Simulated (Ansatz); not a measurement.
Ir:
```
CELL_PARAMETERS angstrom
      0.00000     1.92240     1.92240
      1.92240     0.00000     1.92240
      1.92240     1.92240     0.00000
ATOMIC_POSITIONS crystal
  Ir 0.00000 0.00000 0.00000
```

This is the r²SCAN-relaxed structure.

### Question
All from r²SCAN in the plane-wave PAW code Ansatz, unless another level is named. Predict the Young's modulus.

### Answer
594 GPa.

### Question
Predict the elastic constants (relaxed ions, GPa).

### Answer
C11 = 636, C12 = 250, C44 = 277.

Space group Fm-3m (fcc (Cu type)). The r²SCAN relaxation kept the symmetry of its start. The run is not spin-polarised. As this level gives no gap, shear constants depend on the k-mesh and smearing (Fermi–Dirac, 0.1 eV here). Spin–orbit coupling is left out wherever it is not named.

Potentials: the earlier of the program's two PAW sets.
